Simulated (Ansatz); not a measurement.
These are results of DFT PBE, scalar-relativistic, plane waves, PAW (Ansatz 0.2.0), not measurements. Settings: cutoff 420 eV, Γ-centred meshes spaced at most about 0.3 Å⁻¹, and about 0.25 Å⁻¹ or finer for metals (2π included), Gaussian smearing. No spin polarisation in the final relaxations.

Temperature and zero-point effects are left out.

Two forms of LiSi3N2 were relaxed alike.

A.

```xyz
6
Lattice="5.3348 0.0000 0.0000 -2.6674 4.6201 0.0000 0.0000 0.0000 2.8055" Properties=species:S:1:pos:R:3 pbc="T T T"
Li    0.0000    0.0000    0.0000
Si   -1.3337    2.3100    1.4027
Si    2.6674    0.0000    1.4027
Si    1.3337    2.3100    1.4027
N     2.6674    1.5400    0.0000
N     0.0000    3.0800    0.0000
```

B.

```xyz
6
Lattice="2.6669 0.0000 0.0000 0.0000 2.6669 0.0000 0.0000 0.0000 9.5546" Properties=species:S:1:pos:R:3 pbc="T T T"
Li    0.0000    0.0000    0.0000
Si    1.3334    1.3334    2.3772
Si    1.3334    1.3334    4.7773
Si    1.3334    1.3334    7.1774
N     0.0000    0.0000    1.9915
N     0.0000    0.0000    7.5631
```

Problem. Which would you expect to be lower, and how large is the difference?

Solution. B is lower, by 0.60 eV/atom. A has space group P6/mmm (No. 191), 11.5 Å³/atom and no gap on its mesh; B has space group P4/mmm (No. 123), 11.3 Å³/atom and no gap. The shortest distance is 2.08 Å (Si–N) in A and 1.92 Å (Si–N) in B. B holds Si–Si units of three or more atoms (shortest 2.40 Å); in A the shortest Si–Si distance is 2.67 Å, near bonding range too. In A, Li is surrounded by 2 Li at 2.81 Å, 12 Si at 3.01 Å and 6 N at 3.08 Å; around Si lie 4 N at 2.08 Å, 6 Si at 2.67–2.81 Å and 4 Li at 3.01 Å; N is surrounded by 6 Si at 2.08 Å, 2 N at 2.81 Å, 3 Li at 3.08 Å and 3 N at 3.08 Å. In B, Li is surrounded by 2 N at 1.99 Å; Si on a site of symmetry 4mm has 4 N at 1.92 Å and 1 Si at 2.40 Å; N has 4 Si at 1.92 Å and 1 Li at 1.99 Å; 1 more site not described. Both come from invented guesses. A third cell relaxed alike, in P-4m2, lies 190 meV/atom below the lower of the two.

In P6/mmm, P4/mmm an odd number of electrons in the primitive cell allows no gap without spin; a larger cell or a magnetic state could open one. Cells relaxed within their symmetry can be saddle points.
